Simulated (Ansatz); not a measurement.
Relaxed ZnSe (zinc blende):

```
ZnSe
1.0
    0.00000     2.83273     2.83273
    2.83273     0.00000     2.83273
    2.83273     2.83273     0.00000
Se Zn
1 1
Cartesian
  4.24909   4.24909   4.24909
  0.00000   0.00000   0.00000
```

Scan: atom 1 (Se, nearest neighbour Zn at 2.453 Å; its periodic images, 4.0 Å or more away, move with it) is displaced along Cartesian x, direction (1.000, 0.000, 0.000) in Cartesian axes, by s. The other atoms stay.

Level of theory: r2SCAN (plane waves to 500 eV, PAW, scalar-relativistic; Ansatz, an electronic-structure program). k mesh 8×8×8 (Γ-centred), Fermi-Dirac smearing 0.05 eV. F∥ is the force on the atom along that direction. ZnSe was relaxed with its symmetry unable to fall. 

| s (Å) | F∥ (eV/Å) |
|---|---|
| -0.490 | … |
| -0.392 | 1.976 |
| -0.294 | 1.540 |
| -0.196 | 1.055 |
| -0.098 | 0.536 |
| 0.000 | 0.000 |
| 0.098 | -0.536 |
| 0.196 | -1.055 |
| 0.294 | -1.540 |
| 0.392 | -1.976 |
| 0.490 | … |

Q: What belongs in the gaps?

A: 
- -0.490, F∥ (eV/Å): 2.346
- 0.490, F∥ (eV/Å): -2.346

(A displaced cell: forces are minus the slopes of the energy, force constants its curvatures, and phonons follow from these.)
